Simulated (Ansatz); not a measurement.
Values for one crystal, relaxed and computed with the program Ansatz at the PBEsol level (PAW); other levels are named.

- Volume per atom = 8.30 Å³
- Electronic character = metallic (no gap)
- Poisson's ratio = 0.10
- Pressure derivative B′ = 3.6
- Elastic constants (relaxed ions, GPa) = C11 = 395, C12 = -1.3, C13 = 41.9, C33 = 337, C44 = 156, C66 = 132
- Formation energy from the elements (no fitted shifts) = -12 kJ/mol of atoms
- Density of states at the Fermi level = 0.13 states/eV per atom (mean over ±0.08 eV)

Problem. Pick the material that matches.
(A) Nb3Au2, I4/mmm (Nb on 4e, Au on 4e, Nb on 2a)
(B) Be12Mo, I4/mmm (Be on 8j, Be on 8i, Be on 8f, Mo on 2a)
(C) MoRu, P-6m2 (Mo on 1e, Ru on 1d)
(D) Li2Pd, P6/mmm (Pd on 1a, Li on 2d)

Solution. B, Be12Mo, I4/mmm (Be on 8j, Be on 8i, Be on 8f, Mo on 2a)

The start of the workflow was typed in or built on a structure type; neither database checked (COD, Materials Project) lists it. Whether it is the stable phase at ambient conditions was not checked. The PBEsol relaxation kept the symmetry of its start; of distortions, only those at the zone centre were tested. The run is not spin-polarised. As this level gives no gap, shear constants depend on the k-mesh and smearing (Fermi–Dirac, 0.1 eV here). The references are the lowest solids computed at this level, not always the standard phases. Spin–orbit coupling is left out wherever it is not named.

Potentials: the later of the program's two PAW sets.
